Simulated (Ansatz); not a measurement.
From the elastic tensor of CuNi₅ to moduli and sound speeds

All numbers below come from DFT PBE, scalar-relativistic, plane waves, PAW in Ansatz. Plane waves to 420 eV; Γ-centred k mesh 14×14×4; Gaussian smearing of 0.20 eV. Collinear spin, site moments 0.0, 0.5, 0.7, 0.7, 0.7, 0.5 μB.

Space group P4/mmm (No. 123), tetragonal, a = 2.500 Å, c = 10.621 Å. Cu is surrounded by 4 Cu at 2.50 Å and 8 Ni at 2.54 Å; around Ni on a site of symmetry 4mm lie 8 Ni at 2.47–2.50 Å and 4 Cu at 2.54 Å; Ni on a second site of symmetry 4mm has 12 Ni at 2.47–2.50 Å; Ni on a site of symmetry 4/mmm has 12 Ni at 2.49–2.50 Å.

The cell was found from a structure generator's guess, not taken from experiment. In a metal, frequencies and elastic constants depend on the k mesh and the smearing, soft modes and shear constants most.

Relaxed-ion constants (GPa, on the Cartesian axes of the calculation):
```
320.1  84.2 152.9   0.0   0.0   0.0
 84.2 320.1 152.9   0.0   0.0   0.0
152.9 152.9 250.8   0.0   0.0   0.0
  0.0   0.0   0.0 119.8   0.0   0.0
  0.0   0.0   0.0   0.0 119.8   0.0
  0.0   0.0   0.0   0.0   0.0  53.2
```

Density 8.934 g/cm³; 6 atoms in 66.36 Å³.

With S = C⁻¹: B_V = (C11+C22+C33+2(C12+C13+C23))/9, G_V = (C11+C22+C33−C12−C13−C23+3(C44+C55+C66))/15, 1/B_R = S11+S22+S33+2(S12+S13+S23), 15/G_R = 4(S11+S22+S33−S12−S13−S23)+3(S44+S55+S66); Hill is their mean. Then v_l = √((B+4G/3)/ρ), v_t = √(G/ρ), v_m = [(2/v_t³+1/v_l³)/3]^(−1/3) and Θ = (ħ/k_B)·v_m·(6π²n/V)^(1/3) for n atoms in the volume V; E = 9BG/(3B+G), ν = (3B−2G)/(2(3B+G)) and A^U = 5G_V/G_R + B_V/B_R − 6.

* Bulk modulus, Voigt / Reuss / Hill: 185.7 / 185.7 / 185.7 GPa
* Shear modulus, Voigt / Reuss / Hill: 92.0 / 77.7 / 84.8 GPa
* Young's modulus: 221 GPa
* Poisson ratio: 0.302
* Pugh ratio B/G: 2.19 (over 1.75, the rule of thumb for ductile)
* Universal anisotropy index: 0.92
* Longitudinal and transverse sound speeds: 5783 and 3081 m/s
* Debye temperature from the mean sound speed: 460 K
